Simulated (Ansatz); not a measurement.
Consider a crystal of Ga2S5 in space group P-3m1 (No. 164), with Ga on 2d; S on 2d and 3f. The guess for Ga2S5 was made by a generator: 5-connected net, bridging atoms on its edges, bridges bent.

Method: DFT PBE, scalar-relativistic, plane waves, PAW (Ansatz). Cutoff 420 eV, Γ-centred mesh, Gaussian smearing, no spin polarisation.

The zero of energy is the elements' standard structures at the same level; no fitted shifts are applied.

Q: Give the relaxed lattice parameters and positions.

A:

Space group P-3m1 (No. 164). a = 7.122 Å, b = 7.122 Å, c = 5.304 Å, α = 90.00°, β = 90.00°, γ = 120.00°
| atom | site | symmetry | x | y | z |
| --- | --- | --- | --- | --- | --- |
| Ga | 2d | 3m. | 0.3333 | 0.6667 | 0.7680 |
| S | 2d | 3m. | 0.3333 | 0.6667 | 0.2600 |
| S | 3f | .2/m. | 0.0000 | 0.5000 | 0.5000 |

Around Ga lie 5 S at 2.50–2.69 Å; S on a site of symmetry 3m has 3 S at 2.42 Å and 2 Ga at 2.61–2.69 Å; S on a site of symmetry 2/m is surrounded by 2 S at 2.42 Å and 2 Ga at 2.50 Å. Another local minimum with the same sites may exist.

Q: And its energy and gap?

A: The formation energy is +0.14 eV/atom and the gap on the 6×6×8 mesh of the 7-atom cell is 0 eV (a metal). A positive value: parting into the elements would lower its energy.

The last run used Gaussian smearing of 0.10 eV. The reference form of S is held partly by dispersion forces, which this level lacks. A structure relaxed within its symmetry needn't be a true minimum.
